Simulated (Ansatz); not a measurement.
Data:

RbLaTa$_{2}$O$_{7}$:
```cif
data_LaO7RbTa2
_chemical_formula_sum 'Rb1 La1 Ta2 O7'
_space_group_name_H-M_alt 'P 1'
_space_group_IT_number 1
_cell_length_a 3.83242
_cell_length_b 3.83242
_cell_length_c 10.99740
_cell_angle_alpha 90.000
_cell_angle_beta 90.000
_cell_angle_gamma 90.000
loop_
_space_group_symop_operation_xyz
  'x, y, z'
loop_
_atom_site_label
_atom_site_type_symbol
_atom_site_fract_x
_atom_site_fract_y
_atom_site_fract_z
_atom_site_occupancy
Rb1 Rb 0.50000 0.50000 0.50000 1
La1 La 0.50000 0.50000 0.00000 1
Ta1 Ta 0.00000 0.00000 0.20467 1
Ta2 Ta 0.00000 0.00000 0.79533 1
O1 O 0.00000 0.00000 0.00000 1
O2 O 0.00000 0.50000 0.16479 1
O3 O 0.00000 0.50000 0.83521 1
O4 O 0.50000 0.00000 0.16479 1
O5 O 0.50000 0.00000 0.83521 1
O6 O 0.00000 0.00000 0.36663 1
O7 O 0.00000 0.00000 0.63337 1
```

This is the LDA-relaxed structure.

Q: All from DFT-LDA in the program Ansatz with PAW potentials, unless another level is named. Give the static dielectric constant ε0 (ions relaxed, cell fixed).

A: 54.0 (xx = yy), 12.5 (zz).

Q: Predict the electronic dielectric constant ε∞ (DFPT).

A: 4.43 (xx = yy), 3.80 (zz).

Q: Give the Born charges (a third of the trace).

A: Rb +1.43, La +3.97, Ta +5.98, O -2.76 to -1.83 e.

Space group P4/mmm. The first step of the workflow began from a Materials Project structure, measured or hypothetical; the Crystallography Open Database copy checked does not list it. Its standing as an ambient phase is unchecked. Symmetry was held in the LDA relaxation. At this level the phase is dynamically unstable (imaginary phonons). No spin polarisation was allowed. Spin–orbit coupling is left out wherever it is not named.

Potentials: the later of the program's two PAW sets.
